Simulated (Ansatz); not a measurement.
CaF2:
```cif
data_CaF2
_chemical_formula_sum 'Ca1 F2'
_space_group_name_H-M_alt 'P 1'
_space_group_IT_number 1
_cell_length_a 3.89680
_cell_length_b 3.89680
_cell_length_c 3.89680
_cell_angle_alpha 60.000
_cell_angle_beta 60.000
_cell_angle_gamma 60.000
loop_
_space_group_symop_operation_xyz
  'x, y, z'
loop_
_atom_site_label
_atom_site_type_symbol
_atom_site_fract_x
_atom_site_fract_y
_atom_site_fract_z
_atom_site_occupancy
Ca1 Ca 0.00000 0.00000 0.00000 1
F1 F 0.25000 0.25000 0.25000 1
F2 F 0.75000 0.75000 0.75000 1
```

Relaxed with DFT-PBE in the program Ansatz with PAW potentials. Indices refer to the conventional cell of Fm-3m, a = b = c = 5.5109 Å, α = β = γ = 90.00°.

Task: Simulate the powder diffraction pattern (Cu Kα1, λ = 1.54056 Å; lines above 1 %) up to 2θ = 90°.

Result: Simulated powder pattern, Cu Kα1, λ = 1.54056 Å (kinematic, ideal powder, no thermal factors, no anomalous dispersion; the 30 strongest lines at most, above 1 %, up to 2θ = 90°):

| 2θ (°) | d (Å) | I/Imax (%) | hkl |
|---|---|---|---|
| 28.02 | 3.182 | 83 | (111) |
| 46.57 | 1.948 | 100 | (220) |
| 55.24 | 1.662 | 31 | (311) |
| 67.99 | 1.378 | 13 | (400) |
| 75.07 | 1.264 | 11 | (331) |
| 86.43 | 1.125 | 24 | (422) |

Symmetry was held in the PBE relaxation.

Potentials: the later of the program's two PAW sets.
